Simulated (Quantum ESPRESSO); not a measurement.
# Ga2AlInAs4: a curve over one atom's position

Simulated, not a measurement. The program is pw.x of Quantum ESPRESSO 7.5 (plane-wave density functional theory). The cell is made up: 8 atoms on a zincblende/diamond lattice, with randomly drawn elements, strain and displacements, not relaxed. PseudoDojo standard norm-conserving files (v0.5 for PBE, v0.4.1 for LDA and PBEsol) set the functional; there is no spin polarisation, spin-orbit coupling or dispersion term, and the masses in the input are unused placeholders.

Seven runs move atom 3 (In, counted in the order of the input) along z and keep all else fixed.

Input of the run at +0.0081:

```
&control calculation='scf', pseudo_dir='./dojo.nc.sr.pbe.v0_5.standard.upf', outdir='./o', disk_io='low', tprnfor=.true., tstress=.true. /
&system ibrav=0, nat=8, ntyp=4, nbnd=61, ecutwfc=84.00895049, nosym=.true., tot_charge=0,
 occupations='smearing', smearing='fd', degauss=0.0073498644
/
&electrons conv_thr=7.350e-09, electron_maxstep=60, /
ATOMIC_SPECIES
Al 1.0 Al.upf
As 1.0 As.upf
Ga 1.0 Ga.upf
In 1.0 In.upf
CELL_PARAMETERS angstrom
6.0081 0.0955 -0.0015
0.0955 5.8943 -0.0348
-0.0015 -0.0348 6.0064
ATOMIC_POSITIONS angstrom
Ga 0.1545 -0.0285 -0.1906
Al 0.0497 3.085 2.9681
In 3.0068 -0.1953 3.1362
Ga 3.1235 2.9845 -0.0373
As 1.5985 1.4143 1.3741
As 1.4576 4.4411 4.4866
As 4.5236 1.5768 4.5214
As 4.4577 4.6729 1.4394
K_POINTS automatic
6 6 6 1 1 1
```

| shift of atom 3 along z (Å) | free energy less that of the input shown (eV) | Fx on atom 3 (eV/Å) | Fy on atom 3 (eV/Å) | Fz on atom 3 (eV/Å) | pressure (GPa) | iterations |
| --- | --- | --- | --- | --- | --- | --- |
| -0.1883 | 0.3642 | -2.451 | 3.135 | 3.185 | 0.10 | 11 |
| -0.1381 | 0.2219 | -1.969 | 2.917 | 2.488 | -0.19 | 11 |
| -0.0162 | 0.0178 | -0.923 | 2.527 | 0.883 | -0.67 | 11 |
| +0.0081 | 0.0000 | -0.732 | 2.472 | 0.581 | -0.73 | 11 |
| +0.0506 | -0.0138 | -0.409 | 2.390 | 0.069 | -0.81 | 11 |
| +0.0892 | -0.0078 | -0.126 | 2.333 | -0.376 | -0.85 | 11 |
| +0.1857 | 0.0790 | 0.544 | 2.255 | -1.403 | -0.83 | 11 |

A cubic fit gives dFz/dz = -12.38 eV/Å² at zero shift. Across the table the free energy follows the integral of the force to within 0.3 meV. A rerun of one of the cells at 1437 eV and a 8 x 8 x 8 mesh moved values by no more than 0.004 eV in energy, 0.02 GPa in stress and 0.002 eV/Å in force.